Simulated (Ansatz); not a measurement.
Ni3Sn2S2:
```xyz
7
Lattice="2.7116 1.5656 4.3423 -2.7116 1.5656 4.3423 0.0000 -3.1311 4.3423" Properties=species:S:1:pos:R:3 pbc="T T T"
Sn     0.0000     0.0000     6.5135
S      0.0000     0.0000     2.8502
S      0.0000     0.0000    10.1768
Sn     0.0000     0.0000     0.0000
Ni    -1.3558    -0.7828     4.3423
Ni     1.3558    -0.7828     4.3423
Ni     0.0000     1.5656     4.3423
```

Relaxed with PBEsol.

Q: Map the electron localisation function on the plane through (0.500, 0.500, 0.500) spanned by u = [1, 0, 0] and v = [-1, 1, 1] in lattice vectors, from PBEsol in the plane-wave PAW code Ansatz.

A: x is the fraction of u, y of v (the angle between them is 91°; rows are the nearest grid lines); atoms in the plane: Sn at (0.00, 0.00), S at (0.44, 0.72), S at (0.56, 0.28), Sn at (0.00, 0.50), Ni at (0.50, 0.00).
```
|   .----:::-+##+-:::----.   |
|  .:----:.:--===-:.:----:.  |
|..:-----::.::::::..:-----:..|
|---::::-=++==-:::::::--=----|
|-::..:=*%@@@@%%#+=:::::--=--|
|::...:+%@@@%####*+-::::----:|
|:....=#@@%=   =#%*=-:::---::|
|-::.:=#@@@#:.:*%%#=-::--==--|
|--:::-*@@@@#**%%%*=:::-===--|
|----::-*%@@@@%%#+-:::-------|
|  .:-:::-=+++=-:....:---:.  |
|   .--::.......    .::--.   |
|   .--::.    .......::--.   |
|  .:---:....:-=+++=-:::-:.  |
|-------:::-+#%%@@@@%*-::----|
|--===-:::=*%%%**#@@@@*-:::--|
|--==--::-=#%%*:.:#@@@#=:.::-|
|::---:::-=*%#=   =%@@#=....:|
|:----::::-+*####%@@@%+:...::|
|--=--:::::=+#%%@@@@%*=:..::-|
|----=--:::::::-==++=-::::---|
|..:-----:..::::::.::-----:..|
|  .:----:.:-===--:.:----:.  |
|   .----:::-+##+-:::----.   |
```
Scale: ten equal steps from 0.001 (start of ' ') to 0.908 (end of '@'), in the order ' .:-=+*#%@'; x runs from 0.000 to 1.00, y from 0.000 (bottom) to 1.00 (top).

The density is the valence pseudo-density with augmentation charge, so density and ELF within about 1 Å of a nucleus are not all-electron values.

Space group R-3m. The workflow started from an entry of the Crystallography Open Database (COD). Its standing as an ambient phase is unchecked. Symmetry was held in the PBEsol relaxation; its stability against distortions is not shown here. The workflow began spin-polarised and lost its moments. Spin–orbit coupling is left out wherever it is not named.

Potentials: the later of the program's two PAW sets.
